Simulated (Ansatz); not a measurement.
Mg (hcp (Mg type), P6_3/mmc) at seven volumes, the program Ansatz at the PBEsol level (PAW), shape and atoms relaxed at each. One row is withheld.

```csv
V (Å³/atom),P (GPa)
20.475,4.24
21.150,2.61
21.825,1.21
22.500,0.00
23.175,?
23.850,-1.93
24.525,-2.70
```

Question: Fit the shown pressures and predict the withheld one.

Answer: P = (3/2)B₀(x^(7/2) − x^(5/2))[1 + (3/4)(B′ − 4)(x − 1)] with x = (V₀/V)^(2/3). Least squares on the six rows gives V₀ = 22.502 Å³/atom, B₀ = 37.2 GPa, B′ = 3.98. At V = 23.175, x = 0.9805 and P = -1.03 GPa. The run itself gave -1.03 GPa.

The cell was relaxed with PBEsol under the symmetry of its start.

Potentials: the later of the program's two PAW sets.
